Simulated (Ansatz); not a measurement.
Input and command of a plane-wave DFT calculation in Ansatz:

```yaml
crystal:
  lattice:
    - [2.7463863242, 0.0, 0.0]
    - [-1.3731931621, 2.3784403254, 0.0]
    - [0.0, 0.0, 4.2819]
  atoms:
    - { symbol: Ru, position: [0.3333333333, 0.6666666667, 0.25] }
    - { symbol: Ru, position: [0.6666666667, 0.3333333333, 0.75] }
basis:
  ecutwfc: 420
kpoints:
  mp_grid: { grid: [24, 24, 12] }
hamiltonian:
  xc: pbe
scf:
  occupations: { method: gaussian, width: 0.15 }
output:
  forces: true
  stress: true
  eigenvalues: true
```

```bash
ansatz run input.yaml --threads 1 --pin off --max-ram 2560MiB --backend cpu --events-out ev --progress --plain --runs-dir out
```

Processor: Intel(R) Xeon(R) Platinum 8375C CPU @ 2.90GHz (Ice Lake), 1 thread, on a host shared with other jobs.

Task: How long does it run, and how much memory does it take?

Result: About 8.4 s on 1 thread of Intel(R) Xeon(R) Platinum 8375C CPU @ 2.90GHz (Ice Lake) (shared host), peak memory 0.5 GiB. It solves 20 bands at 427 k points (the mesh reduced by symmetry) with about 561 plane waves, in 6 SCF iterations.
